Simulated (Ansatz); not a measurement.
Here is the system:

Re (hcp, Mg type)

```xyz
4
Lattice="2.7751 0.0000 0.0000 -1.3876 2.4033 0.0000 0.0000 0.0000 8.9660" Properties=species:S:1:pos:R:3 pbc="T T T"
Re     0.0000     1.6022     3.3622
Re     0.0000     1.6022     7.8452
Re     1.3876     0.8011     1.1207
Re     1.3876     0.8011     5.6037
```

The atoms are displaced by Q × the pattern below (from a DFPT mode at A = (0.0, 0.0, 0.5), largest move 1; Q in Å), at fixed cell. It is one choice among 2 degenerate patterns. (q is in reciprocal vectors of the primitive cell; the cell shown is doubled to hold the pattern.)

```csv
atom,x,y,z
Re3,0.000,0.000,-1.000
Re4,0.000,0.000,1.000
```

Atoms not listed stay in place.

Calculation: PBE (plane waves to 420 eV, PAW, scalar-relativistic; Ansatz, a program for electronic structure). k mesh 19×19×6 (Γ-centred), Fermi-Dirac smearing 0.05 eV. The energy includes the smearing's −TS. With partly filled bands, energies and forces of such displacements shift with the k mesh and the smearing. Re is run without spin polarisation. Re was relaxed with its symmetry unable to fall. Spin-orbit coupling is left out, though Re is heavy. The zero of ΔE is the undisplaced structure.

The scan covers Q from -0.280 to 0.280 Å in 13 points.

Is this a single well or a double well?

A single well with its minimum at or next to zero displacement.

Which space group does the distorted structure have?

P-6m2 (No. 187), lowered from P6_3/mmc.

What is the energy change at Q = 0.280 Å?

1541 meV/cell.

What harmonic wavenumber does the curvature at Q = 0 give?

164 cm⁻¹.

(A displaced cell: forces are minus the slopes of the energy, force constants its curvatures, and phonons follow from these.)
